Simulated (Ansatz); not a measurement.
Band structure of SrCl₂

```yaml
crystal:
  lattice:
    - [0.00000, 3.48550, 3.48550]
    - [3.48550, 0.00000, 3.48550]
    - [3.48550, 3.48550, 0.00000]
  atoms:
    - { symbol: Sr, position: [0.00000, 0.00000, 0.00000] }
    - { symbol: Cl, position: [0.25000, 0.25000, 0.25000] }
    - { symbol: Cl, position: [0.75000, 0.75000, 0.75000] }
```

Atom numbers follow the list: Sr1, Cl2, Cl3.

The cell is COD entry 1541509, as deposited and not checked against the literature; nothing was relaxed.

Level of theory: DFT, PBE, all-electron LAPW, scalar-relativistic in Ansatz 0.2.0.

The runs use a Γ-centred 8×8×8 k mesh, Fermi–Dirac smearing of 0.01 eV, basis error target 0.5 meV/atom, no spin polarisation.

Points in fractions of the reciprocal vectors of this cell: Γ (0, 0, 0), X (0.5, 0, 0.5), U (0.625, 0.25, 0.625), K (0.375, 0.375, 0.75), L (0.5, 0.5, 0.5), W (0.5, 0.25, 0.75). The path joins them by straight lines in the order Γ–X–U–K–Γ–L–W–X; legs that retrace an earlier one aren't tabulated. Energies are in eV from the top of the valence band.

(1) Metal or insulator at this level of theory?

(2) Tabulate bands 24 to 31, counted from the lowest band of the run, along the path.

Answers

(1) An insulator or semiconductor: gap 5.35 eV, indirect from X (0.5, 0, 0.5) to Γ.

(2) 
```
k (1/Å)  point  band 24  band 25  band 26  band 27  band 28  band 29  band 30  band 31
   0.00      Γ    -2.13    -2.13    -0.33    -0.33    -0.33     5.35     6.10     6.10
   0.23           -2.10    -1.87    -0.81    -0.33    -0.33     5.77     6.25     6.28
   0.45           -2.03    -1.72    -1.20    -0.33    -0.33     6.06     6.67     6.80
   0.68           -1.93    -1.93    -0.40    -0.37    -0.37     5.69     7.26     7.55
   0.90      X    -1.88    -1.88    -0.40    -0.40     0.00     5.51     7.06     7.64
   0.98           -1.88    -1.87    -0.42    -0.41    -0.01     5.54     7.06     7.62
   1.06           -1.89    -1.84    -0.48    -0.43    -0.03     5.65     7.07     7.55
   1.14           -1.90    -1.79    -0.58    -0.47    -0.06     5.80     7.10     7.46
   1.22      U    -1.91    -1.72    -0.71    -0.53    -0.11     5.96     7.14     7.35
   1.36           -2.05    -1.52    -0.93    -0.45    -0.16     6.10     7.18     7.21
   1.50           -2.18    -1.27    -1.19    -0.36    -0.23     6.24     7.00     7.31
   1.63           -2.05    -1.52    -0.93    -0.45    -0.16     6.10     7.18     7.21
   1.77      K    -1.91    -1.72    -0.71    -0.53    -0.11     5.96     7.14     7.35
   2.01           -1.80    -1.40    -1.20    -0.88    -0.24     6.23     7.00     7.28
   2.25           -1.68    -1.44    -1.32    -0.96    -0.30     6.38     6.66     6.72
   2.49           -2.01    -1.93    -0.67    -0.53    -0.32     5.85     6.27     6.30
   2.73      Γ    -2.13    -2.13    -0.33    -0.33    -0.33     5.35     6.10     6.10
   2.92           -2.07    -2.02    -0.52    -0.42    -0.42     5.70     6.23     6.23
   3.12           -1.91    -1.76    -0.92    -0.64    -0.64     6.46     6.49     6.49
   3.31           -1.70    -1.53    -1.25    -0.90    -0.90     6.68     6.68     7.00
   3.51      L    -1.56    -1.50    -1.32    -1.05    -1.05     6.73     6.73     7.54
   3.67           -1.77    -1.51    -1.13    -0.94    -0.81     6.55     6.80     7.50
   3.83           -2.04    -1.39    -1.15    -0.55    -0.53     6.33     6.94     7.41
   3.99           -2.18    -1.27    -1.19    -0.36    -0.23     6.24     7.00     7.31
   4.15      W    -2.23    -1.21    -1.21    -0.31    -0.10     6.23     7.02     7.24
   4.26           -2.14    -1.48    -0.92    -0.33    -0.08     6.06     7.14     7.19
   4.37           -2.01    -1.69    -0.66    -0.36    -0.04     5.79     7.09     7.44
   4.48           -1.91    -1.83    -0.47    -0.39    -0.01     5.58     7.06     7.59
   4.60      X    -1.88    -1.88    -0.40    -0.40     0.00     5.51     7.06     7.64
```
